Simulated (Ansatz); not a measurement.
S:
```
CELL_PARAMETERS angstrom
      7.86724     0.00000     0.00000
      0.00000    12.79771     0.00000
     -4.55371     0.00000     7.32660
ATOMIC_POSITIONS crystal
  S  0.65399 0.66050 0.32418
  S  0.34601 0.33950 0.67582
  S  0.34601 0.66050 0.17582
  S  0.65399 0.33950 0.82418
  S  0.82335 0.42137 0.34127
  S  0.17665 0.57863 0.65873
  S  0.17665 0.42137 0.15873
  S  0.82335 0.57863 0.84127
  S  0.75073 0.55974 0.20155
  S  0.24927 0.44026 0.79845
  S  0.24927 0.55974 0.29845
  S  0.75073 0.44026 0.70155
  S  0.59086 0.31802 0.19807
  S  0.40914 0.68198 0.80193
  S  0.40914 0.31802 0.30193
  S  0.59086 0.68198 0.69807
  S  0.08962 0.21758 0.88985
  S  0.91038 0.78242 0.11015
  S  0.91038 0.21758 0.61015
  S  0.08962 0.78242 0.38985
  S  0.26938 0.97778 0.03239
  S  0.73062 0.02222 0.96761
  S  0.73062 0.97778 0.46761
  S  0.26938 0.02222 0.53239
  S  0.32427 0.11915 0.95446
  S  0.67573 0.88085 0.04554
  S  0.67573 0.11915 0.54554
  S  0.32427 0.88085 0.45446
  S  0.15329 0.87694 0.81464
  S  0.84671 0.12306 0.18536
  S  0.84671 0.87694 0.68536
  S  0.15329 0.12306 0.31464
```

Relaxed with LDA. Special points in fractions of this cell's reciprocal vectors: Γ (0.000, 0.000, 0.000); Z (0.000, 0.500, 0.000); D (0.000, 0.500, 0.500); B (0.000, 0.000, 0.500); A (-0.500, 0.000, 0.500); E (-0.500, 0.500, 0.500); C2 (-0.500, 0.500, 0.000); Y2 (-0.500, 0.000, 0.000).

Q: List the band energies nearest the valence-band maximum at these points for the program Ansatz at the LDA level (PAW).

A: In eV from the valence-band maximum; about four levels below and three above (degenerate sets whole), none deeper than 8.9 eV; points with the same levels are listed once.

| k | below | above |
|---|---|---|
| Γ | -0.84 -0.84 -0.57 -0.36 -0.08 | 1.81 1.95 2.11 |
| Z | -0.75 -0.61 -0.37 -0.11 | 2.00 2.11 2.11 |
| D | -0.64 -0.64 -0.47 -0.47 | 1.78 1.78 2.14 2.14 |
| B | -0.63 -0.63 -0.49 -0.49 | 1.80 1.80 2.08 2.08 |
| A | -0.67 -0.67 -0.52 -0.52 | 1.95 1.95 2.13 2.13 |
| E | -0.63 -0.63 -0.57 -0.57 | 1.91 1.91 2.29 2.29 |
| C2 | -0.57 -0.53 -0.25 0.00 | 1.72 1.99 2.06 |
| Y2 | -0.68 -0.59 -0.12 -0.01 | 1.82 1.84 2.07 |

Space group P2/c. The first step of the workflow began from a Materials Project structure, measured or hypothetical; the Crystallography Open Database files this formula in space group No. 13, but the cells were not matched. It is not the phase usual at ambient conditions (space group No. 70). Symmetry was held in the LDA relaxation; its stability against distortions is not shown here. A crystal of weakly bound molecules computed without a dispersion correction: the cell and the soft elastic constants depend strongly on that.

Potentials: the later of the program's two PAW sets.
